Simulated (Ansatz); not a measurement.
**HClF₂ (P6/mmm) at 2 levels of theory**

One geometry, relaxed with PBE+D3(BJ); plane waves with PAW potentials in Ansatz, scalar-relativistic. No spin polarisation. Gaps are the least over mesh and band path; pressure is positive in compression.

```cif
data_structure
_symmetry_space_group_name_H-M 'P6/mmm'
_symmetry_Int_Tables_number 191
_cell_length_a 3.7898
_cell_length_b 3.7898
_cell_length_c 6.0538
_cell_angle_alpha 90.000
_cell_angle_beta 90.000
_cell_angle_gamma 120.000
_cell_volume 75.30
loop_
_atom_site_label
_atom_site_type_symbol
_atom_site_symmetry_multiplicity
_atom_site_Wyckoff_symbol
_atom_site_fract_x
_atom_site_fract_y
_atom_site_fract_z
_atom_site_occupancy
H1 H 1 b 0.00000 0.00000 0.50000 1
Cl1 Cl 1 a 0.00000 0.00000 0.00000 1
F1 F 2 e 0.00000 0.00000 0.31281 1
```

```csv
level,cutoff (eV),k mesh,gap (eV),pressure (GPa)
PBE+D3(BJ),420,12×12×6,1.19,0.0
```

**Question.** What comes out on the same cell with r2SCAN?

**Answer.**
| level | cutoff (eV) | k mesh | gap (eV) | pressure (GPa) |
| --- | --- | --- | --- | --- |
| r2SCAN | 500 | 12×12×6 | 1.63 | -0.8 |

The cell holds layers, chains or molecules whose binding is poorly described in rows without D3.

The cell was found from a structure generator's guess, not taken from experiment.
